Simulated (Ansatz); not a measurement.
Cu (body-centred tetragonal, space group No. 139) under volume change, DFT-PBEsol in the program Ansatz with PAW potentials, shape and atoms relaxed at each volume.

| V (Å³/atom) | E − E(relaxed) (meV/atom) | P (GPa) |
|---|---|---|
| 10.339 | 57.1 | 19.64 |
| 10.680 | 23.8 | 11.90 |
| 11.021 | 5.6 | 5.41 |
| 11.362 | 0.0 | -0.01 |
| 11.703 | [?] | [?] |
| 12.044 | [?] | [?] |
| 12.384 | 39.9 | -11.46 |

Q: Some entries are withheld; supply them.

A: 
- 11.703, E − E(relaxed) (meV/atom): 5.0
- 11.703, P (GPa): -4.55
- 12.044, E − E(relaxed) (meV/atom): 18.8
- 12.044, P (GPa): -8.33

Q: What does a third-order Birch–Murnaghan fit give for V₀, B₀ and B′?

A: V₀ = 11.36 Å³/atom, B₀ = 165 GPa, B′ = 5.0.

Space group I4/mmm (body-centred tetragonal). The workflow started from a Materials Project entry (that database holds measured and hypothetical structures alike); the Crystallography Open Database copy checked does not list it. It is not the phase usual at ambient conditions (space group No. 225). The cell was relaxed with PBEsol under the symmetry of its start. At this level the phase is mechanically unstable. No spin polarisation was allowed.

Potentials: the later of the program's two PAW sets.
